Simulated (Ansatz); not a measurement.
Polymorphs of SiO2, each relaxed with the program Ansatz at the LDA level (PAW):

A: Pn-3m
a = 3.7558 Å, b = 3.7558 Å, c = 3.7558 Å, α = 90.00°, β = 90.00°, γ = 90.00°

| atom | site | symmetry | x | y | z |
|---|---|---|---|---|---|
| Si | 2a | -43m | 0.0000 | 0.0000 | 0.0000 |
| O | 4b | .-3m | 0.2500 | 0.2500 | 0.2500 |

B: rutile (P4_2/mnm)
a = 4.1550 Å, b = 4.1550 Å, c = 2.6614 Å, α = 90.00°, β = 90.00°, γ = 90.00°

```tsv
atom	site	symmetry	x	y	z
Si	2a	m.mm	0.0000	0.0000	0.0000
O	4f	m.2m	0.3056	0.3056	0.0000
```

### Question
Put the candidates in order of energy per atom at 0 K, lowest first, for LDA.

### Answer
B (+0 meV/atom), A (+260 meV/atom)

### Question
Give each one's gap.

### Answer
A 5.08 eV; B 5.82 eV.

Not the usual ambient phase: A; B. All cells were relaxed under the symmetry of their starts (and spin orders); stability against distortions was not tested throughout.

Energies hold the estimated change up to a 700 eV cutoff; steps of a few meV lie near the error of the meshes.

Potentials: the earlier of the program's two PAW sets. The files were generated under PBE; for other functionals the program regenerates the frozen cores, and for LDA and PBEsol the local potential too.
